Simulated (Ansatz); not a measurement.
TiGe₂:
```cif
data_Ge4Ti2
_chemical_formula_sum 'Ti2 Ge4'
_space_group_name_H-M_alt 'P 1'
_space_group_IT_number 1
_cell_length_a 6.13951
_cell_length_b 5.04428
_cell_length_c 4.99375
_cell_angle_alpha 75.412
_cell_angle_beta 52.667
_cell_angle_gamma 51.921
loop_
_space_group_symop_operation_xyz
  'x, y, z'
loop_
_atom_site_label
_atom_site_type_symbol
_atom_site_fract_x
_atom_site_fract_y
_atom_site_fract_z
_atom_site_occupancy
Ti1 Ti 0.75000 0.75000 0.75000 1
Ti2 Ti 0.50000 0.50000 0.50000 1
Ge1 Ge 0.08129 0.41871 0.08129 1
Ge2 Ge 0.41871 0.08129 0.41871 1
Ge3 Ge 0.16871 0.83129 0.16871 1
Ge4 Ge 0.83129 0.16871 0.83129 1
```

Relaxed with r²SCAN.

Problem. Tabulate the valence density and the electron localisation function along the shortest Ti–Ge contact (2.62 Å), plane-wave PAW r²SCAN (Ansatz code).

Solution. 

```csv
distance from Ti (Å),density (e/Å³),ELF
0.26,9.16,0.19
0.39,7.40,0.49
0.52,4.98,0.64
0.65,2.71,0.62
0.79,1.22,0.45
0.92,0.57,0.23
1.05,0.36,0.15
1.18,0.31,0.22
1.31,0.31,0.41
1.44,0.36,0.55
1.57,0.44,0.54
1.70,0.56,0.49
1.83,0.84,0.42
1.96,1.55,0.30
2.09,3.77,0.15
2.23,10.52,0.04
2.36,25.80,0.01
```

The density is the valence pseudo-density with augmentation charge, so density and ELF within about 1 Å of a nucleus are not all-electron values.

Space group Fddd. The workflow started from a Materials Project entry (that database holds measured and hypothetical structures alike); the Crystallography Open Database files this formula in space group No. 70, but the cells were not matched. Its standing as an ambient phase is unchecked. The r²SCAN relaxation kept the symmetry of its start; its stability against distortions is not shown here. The run is not spin-polarised.

Potentials: the later of the program's two PAW sets.
